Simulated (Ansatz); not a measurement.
Consider the following.

Ni:
```cif
data_Ni
_chemical_formula_sum 'Ni1'
_space_group_name_H-M_alt 'P 1'
_space_group_IT_number 1
_cell_length_a 2.44455
_cell_length_b 2.44455
_cell_length_c 2.44455
_cell_angle_alpha 60.000
_cell_angle_beta 60.000
_cell_angle_gamma 60.000
loop_
_space_group_symop_operation_xyz
  'x, y, z'
loop_
_atom_site_label
_atom_site_type_symbol
_atom_site_fract_x
_atom_site_fract_y
_atom_site_fract_z
_atom_site_occupancy
Ni1 Ni 0.00000 0.00000 0.00000 1
```

This is the PBEsol-relaxed structure.

Q: All from DFT-PBEsol in the program Ansatz with PAW potentials, unless another level is named. Give the Hill bulk and shear moduli.

A: 235 and 96.6 GPa.

Q: Predict the elastic constants (relaxed ions, GPa).

A: C11 = 306, C12 = 199, C44 = 144.

Space group Fm-3m (fcc (Cu type)). Symmetry was held in the PBEsol relaxation. The workflow began spin-polarised and lost its moments. Textbook magnetic order: ferromagnetic. As this level gives no gap, shear constants depend on the k-mesh and smearing (Fermi–Dirac, 0.1 eV here). On the denser mesh and wider smearing of the elastic run this cell carries a stress of 0.6 GPa.

Potentials: the earlier of the program's two PAW sets. The files were generated under PBE; for other functionals the program regenerates the frozen cores, and for LDA and PBEsol the local potential too.
